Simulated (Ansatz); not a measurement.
Sn$_{5}$Se$_{8}$:
```yaml
crystal:
  lattice:
    - [7.90881, 0.00000, 0.00000]
    - [-3.95440, 6.84923, 0.00000]
    - [0.00000, 0.00000, 7.23759]
  atoms:
    - { symbol: Sn, position: [0.00000, 0.00000, 0.00000] }
    - { symbol: Se, position: [0.32911, 0.16455, 0.22786] }
    - { symbol: Se, position: [0.66667, 0.33333, 0.78182] }
    - { symbol: Sn, position: [0.50000, 0.50000, 0.00000] }
    - { symbol: Se, position: [0.83545, 0.67089, 0.22786] }
    - { symbol: Se, position: [0.16455, 0.83545, 0.77214] }
    - { symbol: Sn, position: [0.50000, 0.00000, 0.00000] }
    - { symbol: Se, position: [0.83545, 0.16455, 0.22786] }
    - { symbol: Se, position: [0.16455, 0.32911, 0.77214] }
    - { symbol: Sn, position: [0.00000, 0.50000, 0.00000] }
    - { symbol: Se, position: [0.33333, 0.66667, 0.21818] }
    - { symbol: Se, position: [0.67089, 0.83545, 0.77214] }
    - { symbol: Sn, position: [0.00000, 0.00000, 0.50000] }
```

Relaxed with PBE. Special points in fractions of this cell's reciprocal vectors: Γ (0.000, 0.000, 0.000); M (0.500, 0.000, 0.000); K (0.333, 0.333, 0.000); A (0.000, 0.000, 0.500); L (0.500, 0.000, 0.500); H (0.333, 0.333, 0.500).

**Question.** List the band energies nearest the Fermi level at these points for PBE in the plane-wave PAW code Ansatz.

**Answer.** In eV from the Fermi level; about four levels below and three above (degenerate sets whole), none deeper than 8.9 eV; points with the same levels are listed once.

| k | below | above |
|---|---|---|
| Γ | -1.16 -0.41 -0.41 -0.21 | 0.78 1.08 1.18 1.18 |
| M | -1.77 -1.34 -1.31 -1.17 | 0.23 0.29 0.47 |
| K | -1.86 -1.54 -1.54 -1.35 | 0.46 0.46 0.57 |
| A | -1.23 -1.23 -0.82 -0.71 -0.71 | 0.33 1.88 2.84 |
| L | -1.74 -1.46 -1.22 -0.84 | 0.11 0.19 0.35 |
| H | -1.82 -1.82 -1.80 -1.80 -0.60 | 0.16 0.56 0.56 |

Space group P-3m1. The start of the workflow was typed in or built on a structure type; neither database checked (COD, Materials Project) lists it. Whether it is the stable phase at ambient conditions was not checked. Symmetry was held in the PBE relaxation; its stability against distortions is not shown here. Spin–orbit coupling is left out wherever it is not named.

Potentials: the earlier of the program's two PAW sets.
